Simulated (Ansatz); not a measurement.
PtS2, CdI2 type, relaxed with r2SCAN+rVV10: 4 runs in Ansatz 0.2.0, each a calculation of independent-particle optics. Space group P-3m1 (No. 164), trigonal; a = 3.553 Å, c = 5.123 Å in the conventional setting, 18.66 Å³ an atom. Pt is surrounded by 6 S at 2.39 Å; S is surrounded by 3 Pt at 2.39 Å. Calculated for a static, non-magnetic cell.

```yaml
crystal:
  lattice:
    - [3.55264, 0.00000, 0.00000]
    - [-1.77632, 3.07668, 0.00000]
    - [0.00000, 0.00000, 5.12271]
  atoms:
    - { symbol: Pt, position: [0.00000, 0.00000, 0.00000] }
    - { symbol: S, position: [0.33333, 0.66667, 0.23926] }
    - { symbol: S, position: [0.66667, 0.33333, 0.76074] }
```

On meshes this coarse, single peaks can be features of the mesh. No local fields, no excitons; the zone sum runs over the cells of the mesh, and ε∞ includes the bands left out of the spectrum. Up to four peaks are listed, those above 15 % of the tallest and inside the complete range; the four can differ from row to row. Rows marked drawn have settings drawn at random (some not listed).

```csv
functional,k mesh,broadening (eV),scissors (eV),range (eV),settings,direct gap on the mesh before scissors (eV),ε∞ xx,ε∞ yy,ε∞ zz,complete up to (eV),tallest peaks of mean ε₂ (eV)
PBE,6×6×4,0.1,0.00,0–12,chosen,1.41,20.76,20.76,15.33,12.0,1.55 1.80 2.00 2.85
r2SCAN,6×6×4,0.1,0.00,0–12,chosen,1.60,18.11,18.11,13.18,12.0,1.95 2.25 3.30 7.75
PBE,6×6×4,0.1,0.77 (to HSE06),0–12,chosen,1.41,16.30,16.30,11.97,12.0,2.30 2.55 3.60 7.80
PBE,6×6×4,0.4,0.30,0.5–20,drawn,1.41,18.87,18.87,13.90,20.0,2.25 7.45 12.20
```

The fundamental gap is indirect (0.84 eV with PBE on 6×6×4); the table holds the direct one.

No spin-orbit coupling is included; it can move band edges with weight on the heavy atoms by tenths of an eV.
